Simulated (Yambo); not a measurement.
**Excitons in CsLiSO₅H₄**

```
CELL_PARAMETERS angstrom
      6.06529    -2.87018     0.00000
      6.06529     2.87018     0.00000
     -1.56814     0.00000     4.54955
ATOMIC_POSITIONS crystal
  H  0.37029 0.10029 0.76668
  H  0.10029 0.37029 0.76668
  H  0.54162 0.54162 0.44433
  H  0.54203 0.54203 0.78062
  Li 0.32310 0.32310 0.37051
  O  0.49084 0.49084 0.57055
  O  0.56153 0.99119 0.12855
  O  0.99119 0.56153 0.12855
  O  0.22424 0.22424 0.63074
  O  0.60538 0.60538 0.16259
  S  0.74084 0.74084 0.27404
  Cs 0.99963 0.99963 0.99988
```

The geometry is that of Materials Project entry mp-755891, symmetrised and not relaxed again.

BSE in Yambo on LDA (pw.x of Quantum ESPRESSO, ONCV potentials, without SOC) bands: 4×4×4 mesh, 10 valence and 13 conduction bands, static screening with 84 bands and a 3 Ry block, scissor 2.81 eV, Tamm-Dancoff; field along x.

```
state  energy (eV)  states within 2 meV  relative strength   class    main transitions
-----  -----------  -------------------  -----------------  ------  ------------------
1             5.88                    1               0.89  strong  several band pairs
2             5.99                    1             < 0.01    dark  several band pairs
3             6.35                    1             < 0.01    weak      VB → CB (76 %)
4             6.38                    1             < 0.01    dark  several band pairs
5             6.44                    1               0.02    weak      VB → CB (84 %)
6             6.54                    1               1.00  strong  several band pairs
7             6.74                    1               0.14  strong      VB → CB (61 %)
8             6.76                    1             < 0.01    dark  several band pairs
9             6.77                    1             < 0.01    dark  several band pairs
10            6.85                    1             < 0.01    dark      VB → CB (61 %)
```

These are vertical excitations (zero momentum); the indirect quasiparticle gap, about 6.84 eV, is smaller than the direct one (7.57 eV on the GW mesh). The direct quasiparticle gap on this mesh is 7.57 eV; counted from there, state 1 is bound by 1.69 eV. On a 2×2×2 mesh the same difference is 1.74 eV.

Spin singlets only. Strengths are relative to the strongest of the lowest states of this run; strong means a line over 3 % of the spectrum's maximum, dark under 0.03 %. Absolute energies carry the error of the G0W0 scissor, whose convergence isn't established; the long-wavelength screening was taken along (1,1,1) although the crystal is anisotropic.
